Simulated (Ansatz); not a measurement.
**An added I started as a split pair with an I atom in cubic perovskite CsSnI3, 41 atoms, charge +1**

All numbers come from Ansatz (PAW, plane waves, no spin–orbit coupling) at the single k point (¼, ¼, ¼) without its symmetry partners. The atoms were relaxed with PBEsol in a fixed cell; other functionals are single points on those atoms unless said otherwise. The valence top and gap of the host come from its small cell on a dense mesh, with the band extrema sought between the mesh points, lined up by the mean potential, PBEsol gap 0.15 eV, HSE06 gap 0.52 eV. The charge correction uses an assumed dielectric constant of 30.

Relaxed structure:

```yaml
crystal:
  lattice:
    - [12.31446, 0.00000, 0.00000]
    - [0.00000, 12.31446, 0.00000]
    - [0.00000, 0.00000, 12.31446]
  atoms:
    - { symbol: Cs, position: [0.97652, 0.97818, 0.01377] }
    - { symbol: Cs, position: [0.98355, 0.01153, 0.49894] }
    - { symbol: Cs, position: [0.98127, 0.50070, 0.00279] }
    - { symbol: Cs, position: [0.94536, 0.48544, 0.49054] }
    - { symbol: Cs, position: [0.51962, 0.01111, 0.98071] }
    - { symbol: Cs, position: [0.51723, 0.98564, 0.49750] }
    - { symbol: Cs, position: [0.51898, 0.49311, 0.99631] }
    - { symbol: Cs, position: [0.55435, 0.51408, 0.51022] }
    - { symbol: Sn, position: [0.24963, 0.24777, 0.22376] }
    - { symbol: Sn, position: [0.25092, 0.23896, 0.75272] }
    - { symbol: Sn, position: [0.24946, 0.74521, 0.24756] }
    - { symbol: Sn, position: [0.25034, 0.73862, 0.77523] }
    - { symbol: Sn, position: [0.74878, 0.24398, 0.24434] }
    - { symbol: Sn, position: [0.75261, 0.24600, 0.74716] }
    - { symbol: Sn, position: [0.74773, 0.74573, 0.25245] }
    - { symbol: Sn, position: [0.75149, 0.74779, 0.75538] }
    - { symbol: I, position: [0.22811, 0.17536, 0.98952] }
    - { symbol: I, position: [0.26991, 0.23955, 0.48640] }
    - { symbol: I, position: [0.27025, 0.81214, 0.01127] }
    - { symbol: I, position: [0.22853, 0.71098, 0.51344] }
    - { symbol: I, position: [0.76964, 0.24193, 0.99561] }
    - { symbol: I, position: [0.73044, 0.24633, 0.49598] }
    - { symbol: I, position: [0.73033, 0.75028, 0.00429] }
    - { symbol: I, position: [0.76916, 0.74895, 0.50394] }
    - { symbol: I, position: [0.99923, 0.25057, 0.26099] }
    - { symbol: I, position: [0.00251, 0.25095, 0.72030] }
    - { symbol: I, position: [0.99877, 0.73654, 0.23727] }
    - { symbol: I, position: [0.00106, 0.75309, 0.78208] }
    - { symbol: I, position: [0.49876, 0.23580, 0.21748] }
    - { symbol: I, position: [0.50120, 0.25478, 0.76273] }
    - { symbol: I, position: [0.49793, 0.73875, 0.27905] }
    - { symbol: I, position: [0.50123, 0.74104, 0.74039] }
    - { symbol: I, position: [0.24346, 0.98557, 0.30350] }
    - { symbol: I, position: [0.26030, 0.99722, 0.70230] }
    - { symbol: I, position: [0.25183, 0.48731, 0.17346] }
    - { symbol: I, position: [0.24862, 0.49942, 0.82559] }
    - { symbol: I, position: [0.75234, 0.99455, 0.25393] }
    - { symbol: I, position: [0.74892, 0.99759, 0.74627] }
    - { symbol: I, position: [0.74246, 0.49463, 0.24514] }
    - { symbol: I, position: [0.75792, 0.49746, 0.75480] }
    - { symbol: I, position: [0.25072, 0.47349, 0.49945] }
```

Chemical potentials μ are those of reference phases of the elements at zero temperature by the same functional (the usual solids, diamond for C, grey Sn, and the molecules H2, N2, O2, F2, Cl2, Br2 and S8).

```
functional  E(defect) − E(host) − Σ nμ + q·E_VBM (eV)  monopole (eV)  alignment (eV)  formation energy at E_F = VBM (eV)  moment (μB)             wall time, shared host
    PBEsol                                       1.10           0.06            0.02                                1.18  0 (no spin)  69 s on NVIDIA GB300 (relaxation)
     HSE06                                       1.41           0.06            0.02                                1.49  0 (no spin)               45 s on NVIDIA GB300
```

Task: How does the monopole term follow by hand for this cubic cell?

Result: q²·α·e²/(4πε₀)/(2εL) with the Madelung constant α = 2.837 and e²/4πε₀ = 14.40 eV·Å: 1 × 2.837 × 14.40 / (2 × 30 × 12.314) = 0.06 eV.

HSE06 one-electron levels near the gap (the ten most localised at most), from the host's valence top, not corrected for the charge's images:

| level (eV) | spin | filling | atoms sharing it | element of the atom with most weight |
| --- | --- | --- | --- | --- |
| 0.41 | both | 0.00 | 3.8 | I |

All elements are taken at their own reference at once; growth conditions in equilibrium with the host shift these energies, by up to the host's formation enthalpy.

The ideal cubic host may itself distort, and that gain is in these energies.

One k point and a cell of this size can leave errors of several tenths of an eV in such numbers.
